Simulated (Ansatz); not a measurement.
Equation of state of CuS

A database entry relaxed whole under r2SCAN (Cmcm):

```
Cu S
1.0
     1.87808   -3.28057    0.00000
     1.87808    3.28057    0.00000
     0.00000    0.00000   16.31875
Cu S
6 6
Cartesian
  1.8781 -0.8733 12.2391
  1.8781 0.8733 4.0797
  1.8781 -1.0665 1.7527
  1.8781 1.0665 9.9120
  1.8781 1.0665 14.5661
  1.8781 -1.0665 6.4067
  1.8781 -1.2983 4.0797
  1.8781 1.2983 12.2391
  1.8781 -3.2553 1.0509
  1.8781 3.2553 9.2103
  1.8781 3.2553 15.2678
  1.8781 -3.2553 7.1085
```

The cell was scaled uniformly, its shape held, and the atoms relaxed at each volume with plane-wave PAW DFT (Ansatz 0.2.0; r2SCAN, 500 eV, 10×10×2 Γ-centred mesh, fermi-dirac occupations of width 0.100 eV; no spin, no spin-orbit coupling). One row is withheld.

| volume (Å³/atom) | energy over the lowest (meV/atom) | pressure (GPa) |
| --- | --- | --- |
| 15.752 | 17.4 | 6.02 |
| 16.087 | 7.3 | 3.76 |
| 16.422 | 1.7 | 1.76 |
| 16.757 | 0.0 | -0.01 |
| 17.092 | 1.8 | -1.60 |
| 17.427 | ? | ? |
| 17.762 | 15.0 | -4.42 |

Q: Fit the pressures of the other rows to the third-order Birch-Murnaghan form.

A: With f = [(V₀/V)^(2/3) − 1]/2 and P = 3B₀f(1 + 2f)^(5/2)[1 + 3(B₀′ − 4)f/2], least squares gives V₀ = 16.75 Å³ an atom, B₀ = 85.3 GPa and B₀′ = 4.3; the rows miss the fit by 0.03 GPa. The slope of the energies differs from these pressures by 0.10 GPa, since they are taken to zero smearing while pressures follow the free energy.

Q: What does the withheld row hold?

A: The fit gives -3.09 GPa at 17.427 Å³; the run gave -3.08 GPa and 6.9 meV an atom.

Caveats: the shape of the cell was held, so B₀ is an upper bound where the axes differ in stiffness; 0 K, fixed nuclei; the symmetry was kept, and this need not be the phase that is stable at 0 K; one mesh for all volumes; pressure is positive in compression.
